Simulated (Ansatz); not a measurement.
## Relaxing SbP in the wurtzite type

First guess:

```yaml
crystal:
  lattice:
    - [4.13556, 0.00000, 0.00000]
    - [-2.06778, 3.58150, 0.00000]
    - [0.00000, 0.00000, 6.74097]
  atoms:
    - { symbol: Sb, position: [0.33333, 0.66667, 0.00000] }
    - { symbol: Sb, position: [0.66667, 0.33333, 0.50000] }
    - { symbol: P, position: [0.33333, 0.66667, 0.37600] }
    - { symbol: P, position: [0.66667, 0.33333, 0.87600] }
```

All numbers below come from DFT, PBE, PAW with Ansatz's default frozen-core files, scalar-relativistic (Ansatz 0.2.0).

Cell and atoms relax within the symmetry of the start on a 10×10×6 k mesh with 0.05 eV Fermi–Dirac smearing.

The start is built from a prototype, known or not as a phase of this compound; the cutoff is 420 eV.

No spin–orbit coupling, which matters for the heavy atoms here.

(1) What is the pressure of the first guess?

(2) What does it relax to?

(3) How much energy does the relaxation release?

Results:

(1) 15.43 GPa.

(2) a = 4.779 Å, b = 4.779 Å, c = 5.868 Å, α = 90.00°, β = 90.00°, γ = 120.00° (conventional cell), 29.02 Å³ per atom:
```cif
data_structure
_symmetry_space_group_name_H-M 'P6_3mc'
_symmetry_Int_Tables_number 186
_cell_length_a 4.7791
_cell_length_b 4.7791
_cell_length_c 5.8680
_cell_angle_alpha 90.000
_cell_angle_beta 90.000
_cell_angle_gamma 120.000
_cell_volume 116.07
loop_
_atom_site_label
_atom_site_type_symbol
_atom_site_symmetry_multiplicity
_atom_site_Wyckoff_symbol
_atom_site_fract_x
_atom_site_fract_y
_atom_site_fract_z
_atom_site_occupancy
Sb1 Sb 2 b 0.33333 0.66667 0.96726 1
P1 P 2 b 0.33333 0.66667 0.40874 1
```

(3) 385 meV/atom.
